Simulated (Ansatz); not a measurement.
A generator proposed this cell of ZnSb2O.

```yaml
crystal:
  lattice:
    - [4.07863, 0.00000, 0.00000]
    - [-2.03932, 3.53220, 0.00000]
    - [0.00000, 0.00000, 7.05993]
  atoms:
    - { symbol: Zn, position: [0.00000, 0.00000, 0.50000] }
    - { symbol: Sb, position: [0.00000, 0.00000, 0.18686] }
    - { symbol: Sb, position: [0.00000, 0.00000, 0.81314] }
    - { symbol: O, position: [0.00000, 0.00000, 0.00000] }
```

The calculation used DFT PBE, scalar-relativistic, plane waves, PAW in Ansatz 0.2.0. Settings: cutoff 420 eV, Γ-centred mesh 6×6×4 on the computed 4-atom cell, Gaussian smearing of 0.10 eV; no spin polarisation.

Formation energies are uncorrected and refer to the elements' standard structures at the same level (O₂ as a molecule).

Question: How far from equilibrium is it?

Answer: The pressure is 120.3 GPa (the mean over three directions, positive in compression), the largest force is 80.81 eV/Å, and the energy is +8.70 eV/atom against the elements. The shortest distance is 1.32 Å, so close that the PAW spheres overlap strongly and these values are rough.

Question: How much does it gain on relaxing, and where does it end?

Answer: Relaxing gains about 8.8 eV/atom (the start's value is from the coarse mesh, so the gain is rough) in 21 ionic steps and ends at −0.12 eV/atom on the finer mesh. The symmetry stays P6/mmm (No. 191). The volume per atom shrinks by 10.6 %, from 25.4 to 22.7 Å³. The shortest distance goes from 1.32 Å (Sb–O) to 1.99 Å (Sb–O). The ratio c/a of the conventional cell changes by a factor of 1.75. Conventional cell: a = 3.258 Å, c = 9.893 Å. Around Zn lie 2 Sb at 2.96 Å and 6 Zn at 3.26 Å; around Sb lie 1 O at 1.99 Å and 1 Zn at 2.96 Å; O has 2 Sb at 1.99 Å.

The last run used an 18×18×6 mesh (in the run's order of axes) for its 4-atom cell and Gaussian smearing of 0.10 eV. These runs have no spin–orbit coupling, which can matter for Sb. The relaxation can't lower the symmetry of the start. Symmetry constrained the relaxation, so the result can be a saddle point. Another cell of ZnSb2O relaxed alike, in P6mm, lies 64 meV/atom lower, so this cell isn't the stable form at this level.
